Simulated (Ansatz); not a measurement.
**What DFT gives for SrIrO₃**

```
CELL_PARAMETERS angstrom
3.92208 0.00000 0.00000
0.00000 3.92208 0.00000
0.00000 0.00000 3.92208
ATOMIC_POSITIONS crystal
Ir 0.00000 0.00000 0.00000
O 0.50000 0.00000 0.00000
O 0.00000 0.50000 0.00000
O 0.00000 0.00000 0.50000
Sr 0.50000 0.50000 0.50000
```

Method: PBEsol, with U_eff = 3.74 eV on Ir d (all-electron-ortho-atomic projectors), spin-orbit coupling; PAW, plane waves to 420 eV, 6×6×6 Γ-centred mesh, fermi-dirac occupations (width 0.0161 eV) (Ansatz 0.2.0), atoms fixed.

The state carries no moments; the state need not be the lowest.

(1) Metal or insulator?

(2) Are the atoms at rest?

(3) Which element gives electrons and which takes them?

(4) What does the stress say?

Origin: a known structure type with other elements, at an estimated volume, so it need not be a known compound. Caveats: started without moments under time reversal, so no moment could form.

Answers

(1) It is a metal, with about 1.8 states/eV a cell as the mean within 0.25 eV of the Fermi level, mostly O p (48 %) and Ir d (47 %).

(2) The forces vanish by the symmetry of the sites.

(3) Bader charges in e: Sr +1.59, Ir +1.77, O -1.12. In the mean Ir gives up most and O takes most.

(4) The pressure is 4.7 GPa (compression positive), so with the atoms held at these fractions the cell would first expand.
